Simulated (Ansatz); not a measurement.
YSi:
```cif
data_SiY
_chemical_formula_sum 'Y1 Si1'
_space_group_name_H-M_alt 'P 1'
_space_group_IT_number 1
_cell_length_a 3.49399
_cell_length_b 3.49399
_cell_length_c 3.49399
_cell_angle_alpha 90.000
_cell_angle_beta 90.000
_cell_angle_gamma 90.000
loop_
_space_group_symop_operation_xyz
  'x, y, z'
loop_
_atom_site_label
_atom_site_type_symbol
_atom_site_fract_x
_atom_site_fract_y
_atom_site_fract_z
_atom_site_occupancy
Y1 Y 0.00000 0.00000 0.00000 1
Si1 Si 0.50000 0.50000 0.50000 1
```

This is the PBEsol-relaxed structure.

Task: All from the program Ansatz at the PBEsol level (PAW), unless another level is named. Predict the bulk modulus (Birch–Murnaghan fit).

Result: 79.5 GPa.

Task: Predict the highest zone-centre frequency.

Result: 212 cm⁻¹.

Space group Pm-3m (CsCl type). The cell is a constructed one: a structure type filled with these elements; neither database checked (COD, Materials Project) lists it. Its standing as an ambient phase is unchecked. The cell was relaxed with PBEsol under the symmetry of its start. At this level the phase is mechanically unstable. The run is not spin-polarised. As this level gives no gap, phonon frequencies hold no LO–TO term and depend on the k-mesh and smearing (Fermi–Dirac, 0.1 eV here).

Potentials: the later of the program's two PAW sets.
